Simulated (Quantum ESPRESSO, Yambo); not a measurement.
Al3BC (space group P6_3/mmc, No. 194): static response along x against the Γ-centred k mesh (Yambo on norm-conserving LDA (Quantum ESPRESSO, 82 Ry, no spin-orbit coupling) bands; 86 bands, 3 Ry block). The smallest direct LDA gap is 1.67 eV. Axes are Cartesian, with cell vectors (Å) (3.48, 0.00, 0.00), (-1.74, 3.01, 0.00), (0.00, 0.00, 11.47).

```
k mesh  ε(0), independent particles  ε(0), RPA with local fields  rough Yambo cost
------  ---------------------------  ---------------------------  ----------------
3×3×1                          19.3                         18.2         about 1/5
6×6×1                          13.0                         12.3         about 1/2
9×9×2                          11.7                         11.0                 1
```

The last step changes the RPA value by 12 %: not yet converged. Electronic response only; costs are rough.

Geometry of the Materials Project entry, not relaxed at this level; primitive cell a = b = 3.481 Å, c = 11.468 Å, α = β = 90.00°, γ = 120.00°.

The structure is a Materials Project entry; no match was found in the copy of COD used, and its stability was not checked.
